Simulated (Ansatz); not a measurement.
# Elastic constants of BAs: input and output

Theory: Ansatz, DFT HSE06, scalar-relativistic, plane waves, PAW.

Launched with:
```bash
ansatz run input.yaml --threads 4 --pin off --max-ram 12288MiB --backend cpu --events-out ev --progress --plain --runs-dir out
```

Input (bare energies are in eV):
```yaml
crystal:
  lattice:
    - [0.0, 2.3861, 2.3861]
    - [2.3861, 0.0, 2.3861]
    - [2.3861, 2.3861, 0.0]
  atoms:
    - { symbol: B, position: [0.0, 0.0, 0.0] }
    - { symbol: As, position: [0.25, 0.25, 0.25] }
basis:
  ecutwfc: 420
kpoints:
  mp_grid: { grid: [8, 8, 8] }
hamiltonian:
  xc: hse06
scf:
  occupations: { method: fixed }
output:
  forces: true
  stress: true
  eigenvalues: true
  polarization: {}
elastic:
  mode: relaxed_ion
  stencil: two_point
```

From the output:
```
--- Elastic constants: 2 strain directions × 2 members + reference (group order 24) ---
  dense FFT box of the reference and of every strained cell: 24×24×24
  strains applied: 11, 23; error gains: componentwise 1.00 (the most a stress slope's error grows in a printed constant), spectral 1.73 (1 for all six strains in a standard setting)
  C = ∂σ_k/∂η_j (tension-positive GPa; Voigt order 11 22 33 23 13 12):
       295.305     70.612     70.612     -0.000      0.000      0.000
        70.612    295.305     70.612     -0.000      0.000     -0.000
        70.612     70.612    295.305     -0.000     -0.000      0.000
         0.000     -0.000     -0.000    160.161      0.000      0.000
        -0.000     -0.000     -0.000     -0.000    160.161     -0.000
         0.000     -0.000      0.000      0.000     -0.000    160.161
  reference stress σ⁰ (GPa):      0.056      0.056      0.056     -0.000      0.000      0.000
  C* (energy form; C + prestress term) asymmetry max|C*_kj − C*_jk| = 2.842e-14 GPa — a small one proves nothing (zero by symmetry where the batch's group is 432, −43m or m−3m); a large one is finite-difference/SCF noise where every solve ...
  moduli (Voigt/Reuss/Hill, GPa): K = 145.51/145.51/145.51   G = 141.04/136.86/138.95   E = 316.20   ν = 0.138
  mechanically stable: yes (min eigenvalue of sym C = 160.16 GPa)
  e, the proper piezoelectric tensor (elastic.mode: relaxed_ion; C/m²; rows x y z; Voigt order 11 22 33 23 13 12):
       0.00000   -0.00000   -0.00000   -0.19282   -0.00000    0.00000
       0.00000    0.00000    0.00000    0.00000   -0.19282   -0.00000
      -0.00000    0.00000    0.00000   -0.00000   -0.00000   -0.19282
  ±, each entry's uncertainty from the finite density of the strings (C/m²), an estimate: the size of the correction for it that the entry includes:
       0.00000    0.00000    0.00000    0.00943    0.00000    0.00000
       0.00000    0.00000    0.00000    0.00000    0.00943    0.00000
       0.00000    0.00000    0.00000    0.00000    0.00000    0.00943
  the group's symmetry takes up to 3.5e-9 C/m² out of the measured responses: error of the strings' finite density and of the mesh across them, as far as it breaks the symmetry (raise kpoints.mp_grid and any string_points); the largest step ...
  strain η (Voigt 11):  stress-route row diagonal C_11 = 295.30 GPa, energy-path curvature d²(F+E_count+ΔE)/dδ²/Ω₀ = 295.22 GPa
         δ    σ_11 (GPa) F (eV) n_scf n_hpsi n_pw
    -2.000e-3      -0.5363       -5013.4904774      26   70296    544   relax 0 steps, max|allowed force component| 1.08e-16 eV/Å
     2.000e-3       0.6449       -5013.4904384      25   69339    544   relax 0 steps, max|allowed force component| 1.63e-16 eV/Å
  strain η (Voigt 23):  stress-route row diagonal C_44 = 160.16 GPa, energy-path curvature d²(F+E_count+ΔE)/dδ²/Ω₀ = 160.07 GPa
         δ    σ_23 (GPa) F (eV) n_scf n_hpsi n_pw
    -2.000e-3      -0.3203       -5013.4905030       2    9794    544   relax 3 steps, max|allowed force component| 2.52e-8 eV/Å
     2.000e-3       0.3203       -5013.4905030       2    9792    544   relax 3 steps, max|allowed force component| 2.53e-8 eV/Å
--- Formal polarisation (Berry phase): one branch of a lattice of values; only differences between neighbouring runs are physical ---
  axis mesh electronic ionic p = total spread (rad) least overlap resolved gap  δp at fixed H ≤   (phases in cycles; p mod 1; gap in eV; gap and δp judge the states as solved, not the mesh's step, its ...
  b1    8×8×8          -0.50000000     3.75000000     3.25000000      0.165755         0.8099        4.1175           1.3e-6
  b2    8×8×8          -0.50000000     3.75000000     3.25000000      0.165755         0.8099        4.1175           1.3e-6
  b3    8×8×8          -0.50000000     3.75000000     3.25000000      0.165755         0.8099        4.1175           1.3e-6
  quantum along a1:   0.12419603 e/Å² =   198.983981 µC/cm²
  quantum along a2:   0.12419603 e/Å² =   198.983981 µC/cm²
  quantum along a3:   0.12419603 e/Å² =   198.983981 µC/cm²
  P = (  0.57082907,   0.57082907,   0.57082907) e/Å² = (  914.568993,   914.568993,   914.568993) µC/cm²  (mod the quanta)
```

The run took 55 min on 4 threads of Intel(R) Xeon(R) Platinum 8259CL CPU @ 2.50GHz (Skylake/Cascade Lake) (shared host), peak memory 2.1 GiB.

The cell is the ideal cubic zincblende prototype.